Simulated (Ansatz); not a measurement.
An Ansatz input:

```yaml
crystal:
  lattice:
    - [0.0, 3.2884576233, 3.2884576233]
    - [3.2884576233, 0.0, 3.2884576233]
    - [3.2884576233, 3.2884576233, 0.0]
  atoms:
    - { symbol: Mg, position: [0.125, 0.125, 0.125] }
    - { symbol: Mg, position: [0.875, 0.875, 0.875] }
hamiltonian:
  xc: r2scan
  pseudopotentials:
    kind: paw
    azcp:
      Mg: "pseudopotentials/Mg.paw.azcp"
basis:
  ecutwfc: 500
  fft_grid_basis: typed
kpoints:
  mp_grid: { grid: [9, 9, 9], shift: [0, 0, 0] }
magnetization:
  spin_polarized: false
scf:
  occupations: { method: fermi_dirac, width: 0.1 }
  lower_state_search: "off"
output:
  stress: true
```

Output

```
Engine: ansatz 0.2.0, x86_64-unknown-linux-gnu
Pseudopotentials: kind: paw
Pseudopotential: Mg, paw, valence charge 10, recommended cutoff 500 eV (meta_gga) 
Functional definition: r2SCAN
  parameter k0 = 0.174
  parameter k1 = 0.065
  parameter a1 = 4.9479
  exchange = r2scan_x(k0 = k0, k1 = k1, a1 = a1)
  correlation = r2scan_c
Crystal: 2 atoms, lattice volume = 71.122 Å³
Basis set: ecut = 500 eV, 1807 PW (Γ), exchange–correlation on 144×144×144 points (64 copies of the dense FFT grid, shifted against one another)
Bands: 14, of which v1, the nominal top of the filled ones, is band 10 counted from 1 (9 counted from 0)
Symmetry: 48 space group operations
Space group: Fd-3m (ITA 227), of the structure as read, at distance tolerance 4.1e-5 Å
k-points: 35 of 729
Non-local potential: Mg, projectors of the file, l = 0: 3, l = 1: 2, l = 2: 1
PAW form: soft (Blöchl's): semilocal exchange-correlation on the pseudo side does not see the compensation charge
PAW frozen core: Mg, regenerated for the run's functional (the file was generated under x = pbe(κ = 0.804, μ = 0.2195149727645171), c = pbe(β = 0.06672455060314922))
PAW one-centre angular grid: Mg, 302 points (default); XC on 224 Gauss nodes
Initial density: superposition of atomic densities (neutral atoms: chi_scale 0, normalization atom), corrected by the library's trained network
Initial wavefunctions: pseudopotential atomic-orbital guess
Functional: x = r2scan, c = r2scan; τ floored in thin density (d = 2e-4 eV/Å³)
SCF iter   1: F=-3851.011632 eV  HF=-3851.018873 eV  |F-HF|=7.24e-3  |Δ(HF+E_count)|=         —  Δρ=5.76e-3  dr2=8.08e-3  dr2_τ=1.80e-4  ethr=1.77e-3  ⟨swp⟩=5.6  Hψ=2833  notcnv=0
SCF iter   2: F=-3851.016523 eV  HF=-3851.016677 eV  |F-HF|=1.54e-4  |Δ(HF+E_count)|=   2.20e-3  Δρ=2.21e-3  dr2=1.85e-3  dr2_τ=7.50e-5  ethr=4.04e-5  ⟨swp⟩=2.0  Hψ=1398  notcnv=0  defer=2
SCF iter   3: F=-3851.016927 eV  HF=-3851.016828 eV  |F-HF|=9.81e-5  |Δ(HF+E_count)|=   1.51e-4  Δρ=5.89e-4  dr2=5.32e-4  dr2_τ=5.66e-6  ethr=9.23e-6  ⟨swp⟩=2.0  Hψ=973  notcnv=0  defer=2
SCF iter   4: F=-3851.016944 eV  HF=-3851.016942 eV  |F-HF|=1.90e-6  |Δ(HF+E_count)|=   1.14e-4  Δρ=1.87e-4  dr2=4.42e-5  dr2_τ=1.09e-6  ethr=2.66e-6  ⟨swp⟩=2.0  Hψ=693  notcnv=0  defer=2
SCF iter   5: F=-3851.016953 eV  HF=-3851.016950 eV  |F-HF|=2.72e-6  |Δ(HF+E_count)|=   8.10e-6  Δρ=4.11e-5  dr2=1.30e-6  dr2_τ=6.45e-8  ethr=2.21e-7  ⟨swp⟩=2.7  Hψ=715  notcnv=0  defer=2
SCF iter   6: F=-3851.016954 eV  HF=-3851.016953 eV  |F-HF|=2.01e-7  |Δ(HF+E_count)|=   3.03e-6  Δρ=1.25e-5  dr2=1.28e-7  dr2_τ=1.39e-9  ethr=6.52e-9  ⟨swp⟩=2.0  Hψ=572  notcnv=0  defer=2
SCF iter   7: F=-3851.016954 eV  HF=-3851.016954 eV  |F-HF|=4.20e-9  |Δ(HF+E_count)|=   2.43e-7  Δρ=2.10e-6  dr2=2.01e-9  dr2_τ=1.35e-10  ethr=5.00e-10  ⟨swp⟩=4.4  Hψ=1424  notcnv=0
SCF 1 converged in 7 iterations: F = -3851.016954 eV  dr2 = 2.01e-9
SCF converged after 7 iterations
Free energy (F): -3851.016954 eV
Harris-Foulkes:  -3851.016954 eV  (|F-HF|=4.20e-9)
Internal energy: -3850.982657 eV  (E = F + TS)
E sigma→0 (E₀):  -3850.999805 eV
Entropy (-TS):   -0.034297 eV (-17.148 meV/atom)
Fermi energy:    2.453985 eV
--- Per-component energies (eV) ---
  E_band       = -809.695527
  E_kinetic    = 146.495728
  E_local      = -3742.352878  (includes V_loc(G=0)·N_el)
  E_nonlocal   = 193.196842
  E_hartree    = 1374.624437
  E_xc         = -50.577945
  E_vxc        = -73.859283  (∫ρ·V_xc dr)
  E_paw        = -592.918799  (= ΣΔE_a)
  E_vpaw       = -87.574449  (= ΣTr[D̂ρ^β])
  E_aug_tail   = -0.000003  (compensation charges beyond the density's cutoff)
  E_vtau       = 5.147951  (kinetic-family band-sum trace: ∫τ·v_τ [+ j·A + Jᵃ·Aᵃ] dr)
  E_ewald      = -1179.397623
  E_core_change = -0.052416  (= ΣΔE_core)
  E_smearing   = -0.034297  (= −TS)
  E_closure    = -0.000000  (closes the sum)
  Σ components = -3851.016954   (vs F -3851.016954, Δ=0.00e0)
--- Stress (GPa, compression-positive) ---
        1.856573       0.000000       0.000000
       -0.000000       1.856573       0.000000
        0.000000       0.000000       1.856573
  P = ⅓ Tr σ = 1.8566 GPa (18.566 kbar)
```

Command:

```sh
ansatz run input.yaml --threads 1 --pin off --max-ram 3584MiB --backend cpu --events-out ev --progress --plain --runs-dir out
```

On 1 thread of Intel(R) Xeon(R) Platinum 8259CL CPU @ 2.50GHz (Skylake/Cascade Lake) (shared host) this took about 7.8 s of wall time and 7.7 s of CPU time.
